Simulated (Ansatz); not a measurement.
# Relaxation path: Sb (hcp type)

DFT, LDA, PAW with Ansatz's default frozen-core files, scalar-relativistic (Ansatz 0.2.0); a Γ-centred 14×14×8 k mesh, Fermi–Dirac smearing of 0.05 eV, no spin polarisation. The run relaxes shape and atoms at held volume.

Command: `ansatz run input.yaml --threads 1 --pin off --max-ram 2048MiB --backend cpu --events-out ev --progress --plain --runs-dir out` It took 5 s on 1 thread of AMD EPYC 9R45 96-Core Processor (Zen 5) (shared host), peak memory 0.4 GiB.

```yaml
crystal:
  lattice:
    - [2.4942521188, 0.0, 0.0]
    - [-1.2471260594, 2.1600856983, 0.0]
    - [0.0, 0.0, 4.0983444662]
  atoms:
    - { symbol: Sb, position: [0.3333333333, 0.6666666667, 0.25] }
    - { symbol: Sb, position: [0.6666666667, 0.3333333333, 0.75] }
kpoints:
  mp_grid: { grid: [14, 14, 8] }
scf:
  occupations: { method: fermi_dirac, width: 0.05 }
hamiltonian:
  xc: lda
  pseudopotentials: { kind: paw }
output:
  forces: true
  stress: true
  write_density: true
  write_potential: true
  elf: true
  volumetric_format: npy
relax:
  f_tol: 0.005
  max_steps: 30
  cell: { stress_tol: 0.68, fix: [volume] }
```

Each step lists its free energy a cell above the last geometry, the pressure, the cell vectors (Å), and Cartesian positions (Å) with forces (eV/Å).

The first step:

```
step 1  dF = 45.02 meV  P = 417.3 GPa
  cell 2.4943 0.0000 0.0000  -1.2471 2.1601 0.0000  0.0000 0.0000 4.0983
  Sb 0.0000 1.4401 1.0246   0.0000 0.0000 0.0000
  Sb 1.2471 0.7200 3.0738   0.0000 0.0000 0.0000
```

Spin–orbit coupling is left out, which matters for the heavy atoms. The PAW files were made under PBE. The structure type is held throughout; the real material can change phase at far lower pressure. At this compression frozen-core PAW has no all-electron check here.

The symmetry of the start is kept and no stability test is made, so the end need not be the stable phase.

Problem. Where does the relaxation end, and by which steps?

Solution. After 6 geometries, with conventional a, b, c = 2.537, 2.537, 3.961 Å, at 11.041 Å³/atom and 416.5 GPa in space group P6_3/mmc, with a shortest distance of 2.463 Å. The further steps:
```
step 2  dF = 10.86 meV  P = 416.6 GPa
  cell 2.5170 0.0000 0.0000  -1.2585 2.1798 0.0000  0.0000 0.0000 4.0246
  Sb 0.0000 1.4532 1.0061   0.0000 0.0000 0.0000
  Sb 1.2585 0.7266 3.0184   0.0000 0.0000 0.0000
step 3  dF = 2.05 meV  P = 416.4 GPa
  cell 2.5311 0.0000 0.0000  -1.2655 2.1920 0.0000  0.0000 0.0000 3.9799
  Sb 0.0000 1.4613 0.9950   0.0000 0.0000 0.0000
  Sb 1.2655 0.7307 2.9850   0.0000 0.0000 0.0000
step 4  dF = 200.91 meV  P = 420.9 GPa  (not accepted)
  cell 2.5937 0.0000 0.0000  -1.2968 2.2462 0.0000  0.0000 0.0000 3.7901
  Sb 0.0000 1.4975 0.9475   0.0000 0.0000 0.0000
  Sb 1.2968 0.7487 2.8426   0.0000 0.0000 0.0000
step 5  dF = 0.06 meV  P = 416.5 GPa
  cell 2.5359 0.0000 0.0000  -1.2680 2.1962 0.0000  0.0000 0.0000 3.9647
  Sb 0.0000 1.4641 0.9912   0.0000 0.0000 0.0000
  Sb 1.2680 0.7321 2.9735   0.0000 0.0000 0.0000
step 6  dF = 0.00 meV  P = 416.5 GPa
  cell 2.5373 0.0000 0.0000  -1.2686 2.1973 0.0000  0.0000 0.0000 3.9605
  Sb 0.0000 1.4649 0.9901   0.0000 0.0000 0.0000
  Sb 1.2686 0.7324 2.9704   0.0000 0.0000 0.0000
step 7  dF = -0.30 meV  P = 416.5 GPa  (same geometry on a basis chosen anew; earlier energies don't compare to the last digit)
  cell 2.5373 0.0000 0.0000  -1.2686 2.1973 0.0000  0.0000 0.0000 3.9605
  Sb 0.0000 1.4649 0.9901   0.0000 0.0000 0.0000
  Sb 1.2686 0.7324 2.9704   0.0000 0.0000 0.0000
```
